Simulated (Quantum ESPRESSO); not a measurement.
## Zr2WO6F2 (convergence and cost over cutoff and k mesh)

Simulated, not a measurement. The program is pw.x of Quantum ESPRESSO 7.5 (plane-wave density functional theory). The cell is made up: 11 atoms on a rutile lattice with one site empty, with randomly drawn elements, strain and displacements, not relaxed. PseudoDojo standard norm-conserving files (v0.5 for PBE, v0.4.1 for LDA and PBEsol) set the functional; there is no spin polarisation, spin-orbit coupling or dispersion term, and the masses in the input are unused placeholders.

Input of the run in row 4:

```
&control calculation='scf', pseudo_dir='./dojo.nc.sr.pbe.v0_5.standard.upf', outdir='./o', disk_io='low', tprnfor=.true., tstress=.true. /
&system ibrav=0, nat=11, ntyp=4, nbnd=50, ecutwfc=84.00895049, nosym=.true., tot_charge=0,
 occupations='smearing', smearing='fd', degauss=0.0018374661
/
&electrons conv_thr=7.350e-09, electron_maxstep=60, /
ATOMIC_SPECIES
F 1.0 F.upf
O 1.0 O.upf
W 1.0 W.upf
Zr 1.0 Zr.upf
CELL_PARAMETERS angstrom
4.9549 0.0359 -0.0024
0.0359 4.795 0.0278
-0.0032 0.0368 6.4135
ATOMIC_POSITIONS angstrom
Zr -0.0118 0.0713 0.0004
W 2.5357 2.411 1.598
Zr 0.0114 -0.0039 3.2126
O 1.5562 1.4727 -0.0535
F 3.4226 3.306 0.0473
F 3.962 0.9606 1.6159
O 1.021 3.8193 1.5639
O 1.5291 1.5084 3.2235
O 3.4878 3.38 3.2436
O 3.9478 0.952 4.8071
O 1.0027 3.8614 4.7499
K_POINTS automatic
5 5 4 1 1 1
```

The same cell was run at these settings. Meshes are shifted by half a step, and differences are from the last row, which is itself not exact.

| cutoff (eV) | k mesh | k points solved | threshold (eV) | free energy less the last row's (eV) | pressure (GPa) | largest stress difference (GPa) | largest force difference (eV/Å) | iterations | wall time (s) | k-point pools | processor |
| --- | --- | --- | --- | --- | --- | --- | --- | --- | --- | --- | --- |
| 800 | 2 x 2 x 2 | 4 | 1e-04 | 1.372 | -21.50 | 10.50 | 0.064 | 15 | 16 | 4 | AMD EPYC, Zen 5 class |
| 1143 | 1 x 1 x 1 | 1 | 1e-07 | 0.699 | -9.88 | 3.26 | 0.913 | 20 | 28 | 4 | AMD EPYC, Zen 5 class |
| 619 | 5 x 5 x 4 | 50 | 1e-07 | 11.724 | -62.60 | 51.66 | 0.112 | 20 | 80 | 4 | AMD EPYC, Zen 5 class |
| 1143 | 5 x 5 x 4 | 50 | 1e-07 | 0.005 | -11.05 | 0.02 | 0.003 | 18 | 173 | 4 | AMD EPYC, Zen 5 class |
| 1467 | 7 x 7 x 6 | 147 | 1e-07 | 0.000 | -11.03 | 0.00 | 0.000 | 19 | 847 | 4 | AMD EPYC, Zen 5 class |

Each pool is one process. Wall times include start-up and a band step at six k points, which weighs most on the coarsest meshes. The runs were on shared virtual cores whose load varied, so times are rough.